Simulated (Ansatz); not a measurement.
# TiO2, one structure, two calculations

Cell: a computed structure from the Materials Project (it need not be an observed phase), whose atoms a relaxation with PBE at fixed cell left in place.

Space group P4_2/mnm (No. 136); a = 4.5998, c = 2.9592 Å.

| site | Wyckoff | site symmetry | x | y | z |
| --- | --- | --- | --- | --- | --- |
| Ti | 2b | m.mm | 0.5000 | 0.5000 | 0.0000 |
| O | 4g | m.2m | 0.6957 | 0.6957 | 0.5000 |

One atom of each set is listed.

First run. Method: Kohn–Sham DFT in Ansatz, PBE, plane waves and PAW, scalar-relativistic, 420 eV cutoff, Γ-centred 7×7×11 k-points, Fermi–Dirac smearing 0.01 eV.

| site | V_zz (10²¹ V/m²) | η |
| --- | --- | --- |
| Ti | -2.04 | 0.18 |
| O | 2.42 | 0.98 |

Second run. The same atoms and settings, except that the functional is r2SCAN and the cutoff is 500 eV.

Q: What does the second run give?

A: 

```
site   V_zz     η  change of V_zz
  Ti  -2.09  0.18           -0.05
   O  -2.67  0.89               –
```

The largest change of V_zz along a kept axis is on Ti, from -2.04 to -2.09. The whole tensor moves most on O, by 0.27 along its most changed direction. In per cent, |V_zz| changes by +3 on Ti (all sites that start above 0.5, bar those whose gradient vanishes or changes sign or whose main axis turns by over 40°). On O the largest principal value lies along another axis in the second run, so the two V_zz can't be compared directly.

For the first run: At this cell the principal stresses reach 5 GPa in size with PBE, which can matter for small gradients.
